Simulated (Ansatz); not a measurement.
LiF (Fm-3m): energy against volume by PBE and RPA

```
Li F
1.0
     0.00000    2.00500    2.00500
     2.00500    0.00000    2.00500
     2.00500    2.00500    0.00000
Li F
1 1
Direct
  0.00000 0.00000 0.00000
  0.50000 0.50000 0.50000
```

RPA total energy on PBE orbitals, norm-conserving pseudopotentials (Ansatz); 4×4×4 mesh, wave cutoff 1320 eV, correlation extrapolated to infinite response cutoff from cutoffs up to 600 eV, 10 electrons, all correlated, long-wavelength term: neglected, core-valence exchange-correlation kept as a semilocal term.

Energies and volumes of the whole cell, energies counted from the given cell:

```json
{"V/V_given": "0.92", "V (Å³)": "14.83", "PBE (meV)": "54", "Hartree-Fock expression on these orbitals (meV)": "17", "RPA (meV)": "16"}
{"V/V_given": "0.96", "V (Å³)": "15.48", "PBE (meV)": "19", "Hartree-Fock expression on these orbitals (meV)": "1", "RPA (meV)": "-1"}
{"V/V_given": "1.00", "V (Å³)": "16.12", "PBE (meV)": "0", "Hartree-Fock expression on these orbitals (meV)": "0", "RPA (meV)": "0"}
{"V/V_given": "1.04", "V (Å³)": "16.77", "PBE (meV)": "-6", "Hartree-Fock expression on these orbitals (meV)": "11", "RPA (meV)": "10"}
{"V/V_given": "1.08", "V (Å³)": "17.41", "PBE (meV)": "-2", "Hartree-Fock expression on these orbitals (meV)": "32", "RPA (meV)": "31"}
```

**Question.** Fit third-order Birch-Murnaghan curves. Where are the minima?

**Answer.** PBE: V0 = 8.40 Å³ an atom (lattice constants +1.4 % against the given cell), B0 = 67 GPa; Hartree-Fock expression on these orbitals: V0 = 7.92 Å³ an atom (lattice constants -0.6 % against the given cell), B0 = 80 GPa; RPA: V0 = 7.89 Å³ an atom (lattice constants -0.7 % against the given cell), B0 = 86 GPa. The RPA points scatter about the fit by some 1 meV, so its minimum and above all its modulus are rough.

With norm-conserving pseudopotentials the core–valence exchange is only approximate, which can shift gaps by tenths of an eV and RPA lattice constants by most of a per cent. The mesh is coarse, so these are values at the stated settings, not converged ones.
